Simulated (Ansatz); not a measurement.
The cell was built from the ReO3 type and relaxed in the same program, and has space group Pm-3m; it needn't be a known or the stable phase.

Input and log of a run on MoI₃: DFT, PBEsol, all-electron LAPW, scalar-relativistic (Ansatz 0.2.0).

Command: `ansatz run input.yaml --threads 1 --pin off --max-ram 3072MiB --backend cpu --events-out ev --progress --plain --runs-dir out` The run took 52 s on 1 thread of Intel(R) Xeon(R) 6975P-C (Granite Rapids), with other jobs on the host, peak memory 0.56 GiB.

```yaml
crystal:
  lattice:
    - [5.4520691884, 0.0, 0.0]
    - [0.0, 5.4520691884, 0.0]
    - [0.0, 0.0, 5.4520691884]
  atoms:
    - { symbol: Mo, position: [0.0, 0.0, 0.0] }
    - { symbol: I, position: [0.5, 0.0, 0.0] }
    - { symbol: I, position: [0.0, 0.5, 0.0] }
    - { symbol: I, position: [0.0, 0.0, 0.5] }
kpoints:
  mp_grid: { grid: [7, 7, 7] }
  band_path:
    path:
      - [0.0, 0.0, 0.0]
      - [0.0, 0.5, 0.0]
      - [0.5, 0.5, 0.0]
      - [0.0, 0.0, 0.0]
      - [0.5, 0.5, 0.5]
      - [0.0, 0.5, 0.0]
      - [0.5, 0.5, 0.5]
      - [0.5, 0.5, 0.0]
    npoints: 14
scf:
  occupations: { method: fermi_dirac, width: 0.08 }
hamiltonian:
  xc: pbesol
  pseudopotentials: { kind: all_electron, lapw: { basis_error: 0.001 } }
output:
  forces: true
  stress: true
  eigenvalues: true
  populations: true
  dos: { projected: true, de: 0.2, e_range: [-14, 8] }
```

Output:

```
Mo: projections on atomic orbitals take those of the free atom 1s2 2s2 2p6 3s2 3p6 3d10 4s2 4p6 4d5 5s1, of charge +0.00 (hamiltonian.pseudopotentials.projection_atoms)
I: projections on atomic orbitals take those of the free atom 1s2 2s2 2p6 3s2 3p6 3d10 4s2 4p6 4d10 5s2 5p5, of charge +0.00 (hamiltonian.pseudopotentials.projection_atoms)
LAPW: plane waves up to 8.200 Å⁻¹, error target 1.0e-3 eV per atom; small_component_spin mean_spin; Mo in spheres of 1.352 Å, 30 of its electrons in bands, Dirac shells []; I in spheres of 1.374 Å, 25 of its electrons in bands, Dirac shells []
Engine: ansatz 0.2.0
Pseudopotentials: kind: all_electron
Pseudopotential: Mo, LAPW, valence charge 30, Koelling and Harmon's equation, gaussian nucleus
Pseudopotential: I, LAPW, valence charge 25, Koelling and Harmon's equation, gaussian nucleus
Functional definition: PBEsol
  exchange = pbesol_x
  correlation = pbesol_c
Crystal: 4 atoms, lattice volume = 162.063 Å³
Basis set: ecut = 256.15570265887305 eV, 1503 PW (Γ), exchange–correlation at level 2
Bands: 63, of which v1, the nominal top of the filled ones, is band 53 counted from 1 (52 counted from 0)
Symmetry: 48 space group operations
Space group: Pm-3m (ITA 221), of the structure as read, at distance tolerance 5.5e-5 Å
k-points: 20 of 343
Non-local potential: Mo, projectors of the file, none
Non-local potential: I, projectors of the file, none
Initial density: superposition of atomic densities (chi_scale 0.1, normalization cell, long waves kept (reshape's long-wave potential 0.01 eV rms))
Initial wavefunctions: plane waves of lowest kinetic energy (no species holds an atomic orbital)
Functional: x = pbesol(κ = 0.804, μ = 0.12345679012345678), c = pbesol(β = 0.046)
iter 1 solved again at ethr=1.78e-3 eV; its pass at ethr=1.00e-1 eV (dr2=1.87e0 eV) is discarded
SCF iter   1: F=—  HF=-690802.682056 eV  |F-HF|=—  |Δ(HF+E_count)|=         —  Δρ=2.33e-2  dr2=1.86e0  ethr=1.78e-3  ⟨swp⟩=2.1  Hψ=8041  notcnv=0
preconditioner: auto → LDOS  [metal: Δε(μ)=0.043 eV  Ē_g=9.922 eV  σ=0.080 eV  W_gap=0.13  n_scr=32 (ndim 8)  ℏωp=15.2 eV  f_vac=0.321  D(μ)=4.68/eV (n_scr^D=26)  β→1.0]
SCF iter   2: F=—  HF=-690802.050925 eV  |F-HF|=—  |Δ(HF+E_count)|=   6.31e-1  Δρ=1.14e-2  dr2=4.75e-1  ethr=1.78e-3  ⟨swp⟩=2.0  Hψ=3840  notcnv=0
iter 3 solved again at ethr=4.03e-5 eV; its pass at ethr=4.52e-4 eV (dr2=4.23e-2 eV) is discarded
SCF iter   3: F=—  HF=-690802.005253 eV  |F-HF|=—  |Δ(HF+E_count)|=   4.57e-2  Δρ=3.66e-3  dr2=4.22e-2  ethr=4.03e-5  ⟨swp⟩=2.0  Hψ=6517  notcnv=0
SCF iter   4: F=—  HF=-690801.977174 eV  |F-HF|=—  |Δ(HF+E_count)|=         —  Δρ=5.69e-4  dr2=9.79e-4  ethr=4.02e-5  ⟨swp⟩=3.0  Hψ=3782  notcnv=0
the basis was enlarged: its passes take 341.1 KiB over the memory plan, 1 of 1 planned eigensolver slots
SCF iter   5: F=—  HF=-690801.974803 eV  |F-HF|=—  |Δ(HF+E_count)|=   2.37e-3  Δρ=1.81e-4  dr2=9.65e-5  ethr=9.32e-7  ⟨swp⟩=2.8  Hψ=3767  notcnv=0
SCF iter   6: F=—  HF=-690801.974777 eV  |F-HF|=—  |Δ(HF+E_count)|=   2.62e-5  Δρ=4.62e-5  dr2=7.10e-6  ethr=9.19e-8  ⟨swp⟩=3.0  Hψ=3834  notcnv=0
SCF iter   7: F=—  HF=-690801.974776 eV  |F-HF|=—  |Δ(HF+E_count)|=   6.30e-7  Δρ=1.15e-5  dr2=3.93e-7  ethr=6.76e-9  ⟨swp⟩=2.5  Hψ=3755  notcnv=0
SCF iter   8: F=-690801.974776 eV  HF=-690801.974776 eV  |F-HF|=7.22e-9  |Δ(HF+E_count)|=   4.55e-7  Δρ=2.41e-6  dr2=1.08e-8  ethr=3.74e-10  ⟨swp⟩=3.0  Hψ=3860  notcnv=0
SCF 1 converged in 8 iterations: F = -690801.974776 eV  dr2 = 1.08e-8
the search or the solves at the SCF's close seem to have found levels that the self-consistency loop had missed (the run counts 1). By its estimate they hold under 1e-12 electrons; where the run keeps them, the occupations were computed again with them
NSCF: frozen V_eff on 99 k-points
SCF converged after 8 iterations
Free energy (F): -690801.974776 eV
Harris-Foulkes:  -690801.974776 eV  (|F-HF|=7.22e-9)
Internal energy: -690801.839917 eV  (E = F + TS)
E sigma→0 (E₀):  -690801.907346 eV
Entropy (-TS):   -0.134859 eV (-33.715 meV/atom)
Fermi energy:    7.392175 eV
--- Per-component energies (eV) ---
  E_band       = -8749.949820
  E_kinetic    = 728633.404369
  E_xc         = -17887.122474
  E_electrostatic = -1401548.121811  (all electrons and nuclei)
  E_smearing   = -0.134859  (= −TS)
  E_closure    = 0.000000  (closes the sum)
  E_atoms      = -690786.208181  (free atoms, spherical and without spin; not in F)
  Σ components = -690801.974776   (vs F -690801.974776, Δ=0.00e0)
  Basis errors (estimates in eV, not in F): energy 4.8e-4 per atom: plane waves 4.5e-4 (2.6e-4 summed), levels above the bands 3.3e-42, relativity 1.6e-8, radial functions 3.2e-5, core shells 2.1e-7; eigenvalues (radial functions only) 2.9e-6; not estimated: angular momenta, meshes, grids; target (lapw.basis_error) 1.0e-3; muffin-tin radii Mo 1.352 Å, I 1.374 Å
--- Forces (eV/Å), atoms counted from 1 ---
  atom   1  Mo     0.00000000    -0.00000000    -0.00000000
  atom   2  I     -0.00000000     0.00000000     0.00000000
  atom   3  I     -0.00000000     0.00000000     0.00000000
  atom   4  I     -0.00000000     0.00000000     0.00000000
  max |Σ_I F_I| component: 5.39e-30 eV/Å
--- Stress (GPa, compression-positive) ---
        0.024293       0.000000       0.000000
        0.000000       0.024293       0.000000
        0.000000       0.000000       0.024293
  P = ⅓ Tr σ = 0.0243 GPa (0.243 kbar)
--- Band table (eV; the first three rows and the last of 20) ---
  k-point 0: bands = ["-368.6350", "-368.6350", "-368.6350", "-210.8090", "-210.8090", "-210.7746", "-210.7746", "-210.7746", "-167.8939", "-167.8939", "-167.8939", "-115.0392", "-115.0392", "-115.0392", "-114.9204", "-114.9204", "-114.9204", "-114.9204", "-114.9204", "-114.9204", "-54.0153", "-37.9661", "-37.9661", "-37.9658", "-37.9110", "-37.9110", "-37.9110", "-37.9069", "-37.9069", "-37.9069", "-37.8071", "-37.8071", "-37.8061", "-37.8061", "-37.8061", "-37.8053", "-28.1531", "-28.1531", "-28.1531", "-6.4457", "-5.4328", "-5.4328", "2.9133", "2.9133", "2.9133", "5.4013", "5.4013", "5.4013", "5.9245", "5.9245", "5.9245", "6.0468", "6.0468", "6.0468", "7.1310", "7.1310", "9.7505", "11.2546", "12.8741", "12.8741", "14.6808", "14.6808", "14.6808"]
  k-point 1: bands = ["-368.6350", "-368.6350", "-368.6350", "-210.8090", "-210.8090", "-210.7746", "-210.7746", "-210.7746", "-167.8939", "-167.8939", "-167.8939", "-115.0392", "-115.0392", "-115.0392", "-114.9204", "-114.9204", "-114.9204", "-114.9204", "-114.9204", "-114.9204", "-54.0152", "-37.9666", "-37.9661", "-37.9659", "-37.9110", "-37.9108", "-37.9108", "-37.9071", "-37.9071", "-37.9069", "-37.8071", "-37.8070", "-37.8061", "-37.8061", "-37.8061", "-37.8054", "-28.1530", "-28.1530", "-28.1521", "-6.3972", "-5.4484", "-5.4309", "2.7453", "2.9577", "2.9577", "5.0338", "5.0338", "5.3477", "5.3709", "5.7484", "5.7484", "6.0495", "6.6324", "6.6324", "7.1323", "7.6550", "10.1049", "11.5724", "12.9579", "13.1632", "14.6225", "14.6225", "14.7208"]
  k-point 2: bands = ["-368.6350", "-368.6350", "-368.6350", "-210.8090", "-210.8090", "-210.7746", "-210.7746", "-210.7746", "-167.8939", "-167.8939", "-167.8939", "-115.0392", "-115.0392", "-115.0392", "-114.9204", "-114.9204", "-114.9204", "-114.9204", "-114.9204", "-114.9204", "-54.0152", "-37.9678", "-37.9661", "-37.9659", "-37.9110", "-37.9103", "-37.9103", "-37.9077", "-37.9077", "-37.9069", "-37.8071", "-37.8068", "-37.8061", "-37.8061", "-37.8061", "-37.8056", "-28.1529", "-28.1529", "-28.1499", "-6.2763", "-5.4933", "-5.4268", "2.3655", "3.0831", "3.0831", "4.4894", "4.4894", "4.7637", "5.2329", "5.7330", "5.7330", "6.0555", "7.1348", "7.2708", "7.2708", "8.0961", "11.1048", "12.3407", "13.2811", "13.9551", "14.5706", "14.5706", "14.8462"]
  k-point 19: bands = ["-368.6350", "-368.6350", "-368.6350", "-210.8090", "-210.8090", "-210.7746", "-210.7746", "-210.7746", "-167.8939", "-167.8939", "-167.8939", "-115.0392", "-115.0391", "-115.0391", "-114.9204", "-114.9204", "-114.9204", "-114.9204", "-114.9204", "-114.9204", "-54.0148", "-37.9688", "-37.9688", "-37.9688", "-37.9094", "-37.9093", "-37.9093", "-37.9087", "-37.9087", "-37.9086", "-37.8066", "-37.8065", "-37.8065", "-37.8064", "-37.8058", "-37.8058", "-28.1475", "-28.1475", "-28.1475", "-5.5739", "-5.5127", "-5.5127", "0.9498", "2.5780", "2.5780", "2.9399", "2.9530", "2.9530", "6.4549", "6.4549", "6.5043", "7.7616", "7.7862", "7.7862", "11.1173", "11.1173", "11.2126", "12.2720", "12.8419", "12.8419", "15.0203", "15.0203", "15.2481"]
--- Löwdin populations: 4 sites ---
  site symbol       q [e]
     0     Mo     41.9317
     1      I     52.9594
     2      I     52.9594
     3      I     52.9594
  spilling = 0.000946 (of n_electrons = 201.000000)
```

Spin polarisation is left out, and whether a magnetic state lies lower isn't shown here.
